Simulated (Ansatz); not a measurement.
## ZrB (Fm-3m), stationary points along a deformation path

Theory: DFT PBE, scalar-relativistic, plane waves, PAW in Ansatz. The runs took a 420 eV cutoff, a Γ-centred 20×20×20 mesh and Gaussian smearing (0.15 eV). No spin polarisation. Energies are free energies at this smearing, counted from the undisturbed cell; pressure is positive in compression.

Reference structure (as given, not relaxed at this level; it stands at 34.8 GPa, and it needn't be the usual structure):

```
Zr B
1.0
     0.00000    2.32500    2.32500
     2.32500    0.00000    2.32500
     2.32500    2.32500    0.00000
Zr B
1 1
Cartesian
  0.0000 0.0000 0.0000
  2.3250 2.3250 2.3250
```

At fixed volume and fractional coordinates, lengths along (0.577, 0.577, 0.577) are scaled against those across it; ρ is that ratio over its starting value. V = 12.568 Å³/atom. Δσ is the stress along the axis less the mean stress across it (compression positive).

| ρ | ΔE (meV/atom) | Δσ (GPa) | space group |
| --- | --- | --- | --- |
| 0.500 | 373.3 | 0.00 | Pm-3m |
| 0.600 | 273.6 | 11.46 | R-3m |
| 0.710 | 164.0 | 12.70 | R-3m |
| 0.850 | 63.1 | 11.60 | R-3m |
| 0.930 | 15.2 | 7.51 | R-3m |
| 1.000 | 0.0 | 0.00 | Fm-3m |
| 1.080 | 20.5 | -10.41 | R-3m |
| 1.200 | 119.2 | -24.95 | R-3m |
| 1.410 | 428.5 | -49.41 | R-3m |
| 1.700 | 930.5 | -44.95 | R-3m |
| 2.000 | 1302.2 | -55.39 | R-3m |

Q: How does the stress give the slope of the energy, and where is the energy stationary?

A: Along the path d ln(length) is 2/3 d ln ρ on the axis and −1/3 d ln ρ across it, so dE/d ln ρ = −(2/3) V Δσ: the energy falls with ρ where Δσ is positive. Δσ vanishes or changes sign at ρ = 0.500 (Pm-3m, an end of the scan), at 373.3 meV/atom; at ρ = 1.000 (Fm-3m), a minimum at 0.0 meV/atom. Pairs of stationary points between two samples would go unseen, and could change a minimum read from distant neighbours into a maximum. At ρ = 0.500, 1.000 the cell is cubic, where symmetry alone makes the stress isotropic and the slope zero.

Q: Which shear constant sets the curvature at ρ = 1?

A: For a cubic crystal E/V = (2/3) C (ln ρ)² with C = C44, so Δσ = −2C ln ρ. The parabola of Δσ against ln ρ through ρ = 0.930, 1 and 1.080 gives C ≈ 59 GPa with the ions clamped, rough because the steps are large. It is the stress–strain coefficient at this cell's pressure of 34.8 GPa, not the zero-pressure constant.

In a metal these slopes depend on the k mesh and the smearing.